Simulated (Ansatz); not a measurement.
GaN:
```
CELL_PARAMETERS angstrom
      0.00000     2.24901     2.24901
      2.24901     0.00000     2.24901
      2.24901     2.24901     0.00000
ATOMIC_POSITIONS crystal
  N  0.75000 0.75000 0.75000
  Ga 0.00000 0.00000 0.00000
```

Relaxed with HSE06.

Give the Bader charges and basin volumes of the independent atoms, HSE06 in the plane-wave PAW code Ansatz.



```csv
atom,Bader charge (e),Bader volume (Å³)
N1,-1.66,13.6
Ga2,+1.66,9.2
```

Space group F-43m (zinc blende). The HSE06 relaxation kept the symmetry of its start.

Potentials: the later of the program's two PAW sets.
